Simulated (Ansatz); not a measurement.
Relaxed InP (zinc blende):

```yaml
crystal:
  lattice:
    - [0.00000, 2.95351, 2.95351]
    - [2.95351, 0.00000, 2.95351]
    - [2.95351, 2.95351, 0.00000]
  atoms:
    - { symbol: P, position: [0.75000, 0.75000, 0.75000] }
    - { symbol: In, position: [0.00000, 0.00000, 0.00000] }
```

Scan: atom 1 (P, nearest neighbour In at 2.558 Å; its periodic images, 4.2 Å or more away, move with it) is displaced along Cartesian [110], direction (0.707, 0.707, 0.000) in Cartesian axes, by s. The other atoms stay.

Calculation: r2SCAN (plane waves to 500 eV, PAW, scalar-relativistic; Ansatz, a quantum-chemistry and plane-wave program). k mesh 8×8×8 (Γ-centred), Fermi-Dirac smearing 0.05 eV. The energy includes the smearing's −TS. F∥ is the force on the atom along that direction. InP was relaxed with its symmetry unable to fall. The zero of ΔE is the undisplaced structure.

### Question
Give the computed ΔE (eV/cell) and F∥ (eV/Å) at s (Å) = -0.616, -0.308, -0.154, 0.462, 0.616.

### Answer
| s (Å) | ΔE (eV/cell) | F∥ (eV/Å) |
|---|---|---|
| -0.616 | 1.678 | 6.038 |
| -0.308 | 0.385 | 2.573 |
| -0.154 | 0.094 | 1.229 |
| 0.462 | 0.898 | -4.144 |
| 0.616 | 1.678 | -6.038 |

(A displaced cell: forces are minus the slopes of the energy, force constants its curvatures, and phonons follow from these.)
